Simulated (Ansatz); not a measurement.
LaPt₅:
```xyz
6
Lattice="5.4203 0.0000 0.0000 -2.7101 4.6941 0.0000 0.0000 0.0000 4.4034" Properties=species:S:1:pos:R:3 pbc="T T T"
Pt     0.0000     3.1294     0.0000
Pt     2.7101     1.5647     0.0000
Pt     2.7101     0.0000     2.2017
Pt     1.3551     2.3470     2.2017
Pt    -1.3551     2.3470     2.2017
La     0.0000     0.0000     0.0000
```

Relaxed with r²SCAN.

### Question
Map the valence electron density (e/Å³), cut off at 3 on the plane through (0.333, 0.667, 0.000) spanned by u = [1, 1, 0] and v = [1, -1, 0] in lattice vectors, from the program Ansatz at the r²SCAN level (PAW).

### Answer
x is the fraction of u, y of v (the angle between them is 90°; rows are the nearest grid lines); atoms in the plane: Pt at (0.00, 0.00), Pt at (0.50, 0.50), Pt at (0.00, 0.33), Pt at (0.50, 0.83), La at (0.00, 0.67), La at (0.50, 0.17).
```
|9999720000000000000000279999|
|9998310000001111000000138999|
|9973100000124554210000013799|
|1100000002799999972000000011|
|0000000014999999994100000000|
|2110000002499999942000000112|
|4432100001236776321000012344|
|4455310000000000000000135544|
|4455420000000000000000245544|
|5543200000112332110000023455|
|3321000001258998521000001233|
|0000000013999999993100000000|
|0000000013999999993100000000|
|5431000001258998521000001345|
|9995200000112332110000025999|
|9999620000000000000000269999|
|9999520000000000000000259999|
|8742100000123443210000012478|
|2111000001345555431000001112|
|0000000013454444543100000000|
|0000000012455445542100000000|
|9973100000123333210000013799|
|9999310000001111000000139999|
|9999720000000000000000279999|
```
Scale: ten equal steps from 0.137 (start of '0') to 3.00 (end of '9'), in the order '0123456789'; x runs from 0.000 to 1.00, y from 0.000 (bottom) to 1.00 (top).

The density is the valence pseudo-density with augmentation charge, so density and ELF within about 1 Å of a nucleus are not all-electron values.

Space group P6/mmm. The workflow started from an entry of the Crystallography Open Database (COD). Its standing as an ambient phase is unchecked. The cell was relaxed with r²SCAN under the symmetry of its start; its stability against distortions is not shown here. The run is not spin-polarised. Scalar-relativistic: spin–orbit coupling is off unless named, which matters more the heavier the elements.

Potentials: the later of the program's two PAW sets.
